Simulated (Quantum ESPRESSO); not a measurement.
Empty bands for a GW run on Cl (space group Cmce, No. 64): 203 bands on a 4×4×2 mesh, LDA, PseudoDojo standard norm-conserving files, scalar-relativistic, Quantum ESPRESSO. The input, in which only the diagonalization keyword changes:

```
&CONTROL
  calculation = 'nscf'
  pseudo_dir = './pseudo'
  outdir = './out'
/
&SYSTEM
  ibrav = 0
  nat = 4
  ntyp = 1
  ecutwfc = 56.0
  ecutrho = 224.0
  occupations = 'fixed'
  force_symmorphic = .true.
  nbnd = 203
/
&ELECTRONS
  conv_thr = 4e-09
  diago_full_acc = .true.
  diago_thr_init = 1e-08
  diagonalization = 'david'
/
ATOMIC_SPECIES
Cl 35.4500 Cl.upf
CELL_PARAMETERS angstrom
  3.264205000000  -2.057470000000   0.000000000000
  3.264205000000   2.057470000000   0.000000000000
  0.000000000000   0.000000000000   8.402400000000
ATOMIC_POSITIONS crystal
Cl   0.885480000000   0.114520000000   0.604750000000
Cl   0.114520000000   0.885480000000   0.395250000000
Cl   0.614520000000   0.385480000000   0.104750000000
Cl   0.385480000000   0.614520000000   0.895250000000
K_POINTS automatic
4 4 2 0 0 0
```

| diagonalization | mean iterations per k point | rough time | largest change of an eigenvalue (eV) |
|---|---|---|---|
| david | 28 | 1 | – |
| cg | 46 | about 4× | 3e-04 |
| paro | 17 | within a factor of two | 6e-07 |

An iteration means different work in each solver, so the counts don't rank them. Times are rough ratios from shared machines.

Geometry of the Materials Project entry, not relaxed at this level.
